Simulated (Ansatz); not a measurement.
Relaxed candidate structures of Sc:

A. P6₂22 (No. 180), hP3; a = b = 3.1967 Å, c = 8.0344 Å, α = β = 90.00°, γ = 120.00°; Sc 3c (0.500, 0.000, 0.000)

B. P6₃/mmc (No. 194), hP2, hcp (Mg type); a = 3.2770 Å, b = 3.2770 Å, c = 5.0853 Å, α = 90.00°, β = 90.00°, γ = 120.00°; Sc 2d (0.667, 0.333, 0.250)

C. Fm-3m (No. 225), cF4, fcc (Cu type); a = 4.553 Å, b = 4.553 Å, c = 4.553 Å, α = 90.00°, β = 90.00°, γ = 90.00°; Sc 4a (0.000, 0.000, 0.000)

**Question.** Put the candidates in order of energy per atom, lowest first, for PBEsol (plane waves to 420 eV, PAW, scalar-relativistic; Ansatz, a first-principles code).

**Answer.** B (reference, the lowest among the structures calculated here), C (+0.05 eV/atom), A (+0.13 eV/atom)

Each run could gain symmetry but not lose that of its start, so entries can be saddle points.  Static energies at zero pressure. No spin polarisation in the result.
